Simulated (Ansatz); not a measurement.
# Phonon dispersion of Cr2Si6Mo

Theory: Ansatz, DFT PBE, scalar-relativistic, plane waves, PAW. Plane waves to 420 eV; Γ-centred k mesh 10×10×10; Fermi-Dirac smearing of 0.15 eV. No spin polarisation. Phonons by linear response, acoustic sum rule imposed.

Equilibrium structure at this level:
```xyz
9
Lattice="0.0000 3.8345 6.6403 2.2182 0.0000 6.6403 2.2182 3.8345 0.0000" Properties=species:S:1:pos:R:3 pbc="T T T"
Cr    2.2182    3.8345   11.0577
Cr    2.2182    3.8345    2.2230
Si    2.2182    2.5771    4.3909
Si    2.2182    2.5771    8.8898
Si    2.2182    6.4152    6.6403
Si    2.2182    5.0919    4.3909
Si    2.2182    5.0919    8.8898
Si    2.2182    1.2538    6.6403
Mo    2.2182    3.8345    6.6403
```

The structure comes from a generated guess, relaxed at this level; another structure or a mixture of phases may lie lower. In a metal, frequencies and elastic constants depend on the k mesh and the smearing, soft modes and shear constants most. Some empty bands missed the eigensolver's threshold. The q mesh is coarse, so values between its points are rough.

Force constants from linear response on a 2×2×2 q mesh.

Question: Is the structure dynamically stable on this mesh?

Answer: Yes, on this mesh: no mode is imaginary.

Question: Give the frequencies (cm⁻¹; i marks imaginary ones) at the irreducible q points, in fractions of the reciprocal vectors.

Answer:
```
                  q  star                                                                                                  frequencies
  0.000 0.000 0.000     1        0 0 0 176 192 193 219 244 244 268 274 276 280 295 299 319 320 324 341 355 360 363 363 401 412 452 460
 0.000 0.000 -0.500     4  176 200 200 220 229 229 234 242 252 259 268 272 274 285 293 304 306 309 319 343 348 390 394 417 422 435 446
0.000 -0.500 -0.500     1  198 199 202 207 219 221 238 254 255 264 286 287 290 291 304 307 310 319 322 351 353 365 402 408 409 416 454
-0.500 0.000 -0.500     1  200 206 212 212 215 240 256 263 264 270 281 284 286 290 298 302 303 311 326 345 363 371 398 403 406 418 438
-0.500 -0.500 0.000     1   99 119 133 146 187 208 212 224 256 259 272 275 279 303 305 324 325 325 344 352 359 387 391 405 405 456 457
```
